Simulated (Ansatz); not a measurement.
Co2N (anti-CdI2 type, P-3m1), PBE (plane waves, PAW; program Ansatz), all energies at zero smearing, with the estimated change up to a 700 eV cutoff added, with one set of potentials and settings (totals compare only within such a set). Cell of 3 atoms (1 N, 2 Co): -10635.578 eV.

```json
[
 {"element": "N", "reference phase": "Pa-3, 8 atoms in the cell", "E (eV/atom)": "-384.0342"},
 {"element": "Co", "reference phase": "P6_3/mmc, 2 atoms in the cell, spin-polarised", "E (eV/atom)": "-5126.1613"}
]
```

Formation energy per atom, worked out: (-10635.578 − 1×(-384.0342) − 2×(-5126.1613))/3 = 0.260 eV/atom (25 kJ per mol of atoms), at 0 K, without zero-point energy or fitted corrections.

A made-up cell: these elements were put on the sites of a structure type; neither database checked (COD, Materials Project) lists it. COD files the formula under space group No. 58. Whether it is the stable phase at ambient conditions was not checked. The PBE relaxation kept the symmetry of its start; its stability against distortions is not shown here. The workflow began spin-polarised and lost its moments. The references are the lowest solids computed at this level, not always the standard phases (solids in place of the gases).

Potentials: the earlier of the program's two PAW sets.
